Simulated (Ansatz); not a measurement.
Relaxing a structure of Al

The start is a generated trial cell of Al in the trigonal-Te structure type. Cell shape, volume and atoms are optimised at zero target pressure with r2SCAN (plane waves to 500 eV, PAW, scalar-relativistic; Ansatz, a first-principles code). First-step values are on the input's coarse k-mesh.

Ansatz input (later rounds restart from its end on a renewed k-mesh):
Ansatz 0.2 input:
```yaml
crystal:
  lattice:
    - [3.7426509, 0, 0]
    - [-1.8713255, 3.2412308, 0]
    - [0, 0, 4.973123]
  atoms:
    - { symbol: Al, position: [0.2636, 0, 0.33333333] }
    - { symbol: Al, position: [0, 0.2636, 0.66666667] }
    - { symbol: Al, position: [0.7364, 0.7364, 0] }
basis: { ecutwfc: 500, ecutrho_ratio: 4, xc_grid: 4, fft_grid_basis: typed }
kpoints: { mp_grid: { grid: [10, 10, 7] } }
hamiltonian:
  xc: r2scan
  dispersion: none
  pseudopotentials: { azcp: { folder: ./paw }, kind: paw }
scf: { occupations: { method: fermi_dirac, width: 0.05 } }
relax: { f_tol: 0.01, max_steps: 100, cell: { stress_tol: 0.02 } }
output: { forces: true, stress: true }
```

```yaml
initial_pressure: "+5.1 GPa (positive: the cell is compressed)"
largest_initial_force: 2.26 eV/Å, on Al1, Al2, Al3 (atoms numbered as listed)
outcome: The space group goes from P3₁21 (No. 152) to Fm-3m (No. 225); the end is fcc (Cu type), with 1 atom in the primitive cell
energy_released: 0.70 eV/atom
volume_change: -21.0 %, from 20.11 to 15.89 Å³/atom
Shortest distances (start → end): "The closest pairs of elements (up to four, under 3.6 Å), start → end: Al–Al 2.38 → 2.82 Å"
band_gap_at_the_end: no gap (metallic)
optimiser_moves: 22
```

It ends as:

Space group Fm-3m (No. 225); a = b = c = 3.9907 Å, α = β = γ = 90.00°

```json
[
 {"atom": "Al", "site": "4b", "symmetry": "m-3m", "x": "0.5000", "y": "0.5000", "z": "0.5000"}
]
```
(The calculation used a cell of 1 atom; values per cell refer to that cell.)

Final values are on a 20×20×20 k-mesh of the relaxed cell. No spin polarisation in the result.

The run could not lose the symmetry of its start.
